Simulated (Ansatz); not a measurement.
Here is the system:

Ge2Pt:
```
Ge2Pt
1.0
   -1.78829     1.78829     3.93832
    1.78829    -1.78829     3.93832
    1.78829     1.78829    -3.93832
Pt Ge
1 2
Direct
  0.00000   0.00000   0.00000
  0.33871   0.33871   0.00000
  0.66129   0.66129   0.00000
```

This is the PBEsol-relaxed structure.

### Question
All from plane-wave PAW PBEsol (Ansatz code), unless another level is named. Give the electronic character.

### Answer
metallic (no gap).

### Question
What about the density of states at the Fermi level?

### Answer
0.55 states/eV per atom (mean over ±0.08 eV).

### Question
What about the formation energy from the elements (no fitted shifts)?

### Answer
-10 meV/atom.

Space group I4/mmm (MoSi2 or CaC2 type). The cell is a constructed one: a structure type filled with these elements; neither database checked (COD, Materials Project) lists it. COD files the formula under space group No. 58, so this cell is another polymorph or a model. Its standing as an ambient phase is unchecked. The cell was relaxed with PBEsol under the symmetry of its start; of distortions, only those at the zone centre were tested. No spin polarisation was allowed. The references are the lowest solids computed at this level, not always the standard phases. Spin–orbit coupling is left out wherever it is not named.

Potentials: the later of the program's two PAW sets.
